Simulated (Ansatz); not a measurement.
Input and command of a plane-wave DFT calculation in Ansatz:

```yaml
crystal:
  lattice:
    - [3.522, 0.0, 0.0]
    - [0.0, 3.522, 0.0]
    - [0.0, 0.0, 3.522]
  atoms:
    - { symbol: Li, position: [0.5, 0.5, 0.5] }
    - { symbol: Pb, position: [0.0, -0.1277683135, 0.0] }
basis:
  ecutwfc: 420
kpoints:
  mp_grid: { grid: [14, 14, 14] }
hamiltonian:
  xc: pbesol
scf:
  occupations: { method: gaussian, width: 0.15 }
output:
  forces: true
  stress: true
  eigenvalues: true
```

```bash
ansatz run input.yaml --threads 1 --pin off --max-ram 2560MiB --backend cpu --events-out ev --progress --plain --runs-dir out
```

Processor: Arm Neoverse V1, 1 thread, on a host shared with other jobs.

Problem. How long does it run, and how much memory does it take?

Solution. About 15 s on 1 thread of Arm Neoverse V1 (shared host), peak memory 0.46 GiB. It solves 13 bands at 288 k points (the mesh reduced by symmetry) with about 847 plane waves, in 7 SCF iterations.
